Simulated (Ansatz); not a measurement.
PbS:
```xyz
6
Lattice="4.2248 0.0000 0.0000 -2.1124 3.6588 0.0000 0.0000 0.0000 10.3479" Properties=species:S:1:pos:R:3 pbc="T T T"
Pb    -0.7037     1.2188     6.8986
Pb     1.4087     2.4399     0.0000
Pb     1.4074     0.0000     3.4493
S     -0.7041     1.2195     1.7246
S      1.4083     2.4392     5.1739
S      1.4082     0.0000     8.6232
```

Relaxed with r²SCAN. Independent-particle spectrum: no excitons, no local fields, no scissors shift; 0.1 eV broadening; ε₁ of the summed bands alone.

### Question
Tabulate the dielectric function from plane-wave PAW r²SCAN (Ansatz code).

### Answer


| E (eV) | ε₁ xx | ε₂ xx |
|---|---|---|
| 0.0 | 13.76 | 0.00 |
| 0.3 | 13.92 | 0.00 |
| 0.6 | 14.56 | 0.03 |
| 0.9 | 15.33 | 0.79 |
| 1.2 | 16.16 | 1.39 |
| 1.5 | 17.34 | 2.36 |
| 1.8 | 18.83 | 3.85 |
| 2.1 | 20.65 | 6.71 |
| 2.4 | 21.63 | 10.16 |
| 2.7 | 22.42 | 16.27 |
| 3.0 | 19.73 | 24.51 |
| 3.3 | 8.61 | 32.79 |
| 3.6 | -7.45 | 26.45 |
| 3.9 | -7.93 | 16.00 |
| 4.2 | -5.88 | 12.70 |
| 4.5 | -6.39 | 10.88 |
| 4.8 | -6.20 | 8.06 |
| 5.1 | -5.40 | 6.20 |
| 5.4 | -4.49 | 4.86 |
| 5.7 | -3.58 | 4.02 |
| 6.0 | -2.97 | 3.62 |
| 6.3 | -2.42 | 2.95 |
| 6.6 | -1.75 | 2.61 |
| 6.9 | -1.11 | 2.46 |
| 7.2 | -0.46 | 2.60 |
| 7.5 | -0.33 | 3.14 |
| 7.8 | -1.71 | 3.44 |
| 8.1 | -0.56 | 1.81 |
| 8.4 | 0.10 | 2.35 |
| 8.7 | 0.54 | 3.00 |
| 9.0 | -0.81 | 4.07 |
| 9.3 | -0.98 | 2.66 |
| 9.6 | -0.42 | 2.62 |
| 9.9 | -1.07 | 2.88 |
| 10.2 | -0.91 | 2.29 |
| 10.5 | -0.80 | 2.42 |
| 10.8 | -0.94 | 2.10 |
| 11.1 | -0.87 | 2.05 |
| 11.4 | -0.92 | 1.90 |
| 11.7 | -0.88 | 1.78 |
| 12.0 | -0.95 | 1.67 |

### Question
From ε at 2.2 eV (xx: 20.81 + 7.84i), find n, k, the normal reflectivity and the absorption coefficient.

### Answer
n = 4.64, k = 0.845, R = 43 %, α = 2kE/ħc = 190000 cm⁻¹.

With all bands, ε∞ without local fields is 13.9.

Space group Fm-3m (rock salt). The r²SCAN relaxation kept the symmetry of its start. Scalar-relativistic: spin–orbit coupling is off unless named, which matters more the heavier the elements.

Potentials: the earlier of the program's two PAW sets.
